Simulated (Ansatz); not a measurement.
Ta2O5:
```yaml
crystal:
  lattice:
    - [3.83946, 0.00000, 0.00000]
    - [0.00000, 3.85986, 0.00000]
    - [-1.91608, 0.00000, 6.50390]
  atoms:
    - { symbol: Ta, position: [0.64618, 0.00000, 0.79214] }
    - { symbol: Ta, position: [0.35382, 0.00000, 0.20786] }
    - { symbol: O, position: [0.64995, 0.50000, 0.79906] }
    - { symbol: O, position: [0.35005, 0.50000, 0.20094] }
    - { symbol: O, position: [0.18528, 0.00000, 0.87028] }
    - { symbol: O, position: [0.81472, 0.00000, 0.12972] }
    - { symbol: O, position: [0.50000, 0.00000, 0.50000] }
```

x, y and z are the axes in which the lattice vectors are written.

Question: Give the high-frequency dielectric tensor and the Born effective charge tensors of the independent atoms from DFPT, DFT-PBEsol in the program Ansatz with PAW potentials.

Answer: 
ε∞:
```
4.73  0.00  0.00
0.00  6.74  0.00
0.00  0.00  4.76
```
Z* of atom 1 (Ta), rows: field, columns: displacement, in e:
```
 6.86   0.00   0.00
 0.00  10.05   0.00
 0.00   0.00   7.04
```
Z* of atom 3 (O), rows: field, columns: displacement, in e:
```
-1.29   0.00   0.00
 0.00  -7.90   0.00
 0.00   0.00  -1.24
```
Z* of atom 5 (O), rows: field, columns: displacement, in e:
```
-5.20   0.00   0.00
 0.00  -1.45   0.00
 0.00   0.00  -2.51
```
Z* of atom 7 (O), rows: field, columns: displacement, in e:
```
-0.74   0.00   0.00
 0.00  -1.39   0.00
 0.00   0.00  -6.57
```

Space group Cmmm. The first step of the workflow began from a Materials Project structure, measured or hypothetical; the Crystallography Open Database copy checked does not list it. COD files the formula under space group No. 49. Its standing as an ambient phase is unchecked. The PBEsol relaxation kept the symmetry of its start; phonons show weakly imaginary modes. The run is not spin-polarised. Scalar-relativistic: spin–orbit coupling is off unless named, which matters more the heavier the elements.

Potentials: the later of the program's two PAW sets.
